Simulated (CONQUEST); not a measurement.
CONQUEST run on Ta (Im-3m, 2 atoms in the cell; from Materials Project mp-50, changed as shown): self-consistent single point.

Level of theory: LDA (PW92), numerical atomic orbitals double-zeta with polarisation (the shipped basis), PseudoDojo norm-conserving potentials made for LDA run with CONQUEST.

The change in words: lattice scaled by 0.98. Reference geometry (Im-3m):
```
CELL_PARAMETERS angstrom
      3.33270     0.00000     0.00000
      0.00000     3.33270     0.00000
      0.00000     0.00000     3.33270
ATOMIC_POSITIONS crystal
  Ta 0.00000 0.00000 0.00000
  Ta 0.50000 0.50000 0.50000
```

Reference input (self-consistent single point, DFT, LDA (PW92), numerical atomic orbitals double-zeta with polarisation (the shipped basis), PseudoDojo norm-conserving potentials made for LDA): basis = DZP; Diag.MPMeshX, Y, Z = 10 10 10; potentials = PseudoDojo norm-conserving LDA; Grid.GridCutoff = 175 Ha; DM.SolutionMethod = diagon; Diag.kT = 0.003675 Ha; Diag.GammaCentred = true; minE.SCTolerance = 1.0e-06; SC.MaxIters = 100; SC.LinearMixingFactor = 0.3; SC.KerkerPreCondition = true; SC.KerkerFactor = 0.5 1/bohr. This run's input differs from it in these lines:

```diff
@@ -30,5 +30,5 @@
 # file: input.coords
-     6.297886476      0.000000000      0.000000000
-     0.000000000      6.297886476      0.000000000
-     0.000000000      0.000000000      6.297886476
+     6.171928671      0.000000000      0.000000000
+     0.000000000      6.171928671      0.000000000
+     0.000000000      0.000000000      6.171928671
 2
```

Log, with long lists cut:

```
    new_SC_potl: Starting.  Tolerance:  0.10000E-05

    PulayMixSC: Starting Pulay mixing, A_up =  0.300 A_dn =  0.300
    PulayMixSC: Spin non-polarised calculation.
    PulayMixSC: with Kerker preconditioning, q0 =  0.500
          Harris-Foulkes Energy            :      -130.316600652490166 Ha
          GroundState Energy (E-(1/2)TS)   :      -130.318027664067159 Ha
          Free Energy (E-TS)               :      -130.319454675644153 Ha
          DFT Total Energy                 :      -130.297810119283042 Ha
          Total number of electrons        :        26.000000000001794
   [... lines left out ...]
          Total number of electrons        :        26.000035632975521
    PulayMixSC: Pulay iteration    10 residual:              0.16598E-05
          Harris-Foulkes Energy            :      -130.304161597031964 Ha
          GroundState Energy (E-(1/2)TS)   :      -130.305753598483420 Ha
          Free Energy (E-TS)               :      -130.307345599934877 Ha
          DFT Total Energy                 :      -130.304161597071300 Ha
          Total number of electrons        :        26.000035305930648
    PulayMixSC: Pulay iteration    11 residual:              0.40185E-06
    PulayMixSC: Reached SCF tolerance of  0.40185E-06 after     11 iterations
      | Number of electrons      =        26.000035
      |* band energy as 2Tr[K.H] =       -32.508843483208494 Ha
      |  screened ion-ion energy =       -89.597447332652266 Ha
      |  Ha correction           =         0.744398606210879 Ha
      |  XC correction           =        -8.942269163721082 Ha
      | GS Energy as E-(1/2)TS   =      -130.305753598483420 Ha
      | Free Energy as E-TS      =      -130.307345599934877 Ha
      |* Harris-Foulkes energy   =      -130.304161597031964 Ha
      |* DFT total energy        =      -130.304161597071300 Ha
      |  estimated accuracy      =         0.000000000039336 Ha

    force: Forces on atoms (Ha/a0)
    force:  Atom   X              Y              Z
   [... lines left out ...]
    force: Maximum force :        0.00000000(Ha/a0) on atom         1 in z direction
   [... lines left out ...]
    force: Force Residual:        0.00000000 Ha/a0
    force: Total stress:          2.15009234     0.00000000     0.00000000 GPa
                             0.00000000     2.15009234     0.00000000
                             0.00000000     0.00000000     2.15009234
    force: Average pressure:     -2.15009234 GPa

    force: Finished force
    get_E_and_F: Change in energy during last step of electronic optimisation:  0.47434E-06
```

The run converged in 11 iterations. CONQUEST prints the stress tensor with tension positive. Against the reference run the free energy falls by 57.2 meV/atom and the pressure goes from -13.59 to -2.15 GPa.

The program uses no crystal symmetry, so grid and mesh can part values that symmetry would make equal. The atom-centred basis is finite, which shifts total energies and pressures against plane waves. The structure comes from a collection of computed structures, made at another level of theory; the collection holds predicted forms beside known ones. Its lattice was then scaled.

Cost on one core: about 4 core-minutes (a rough figure).
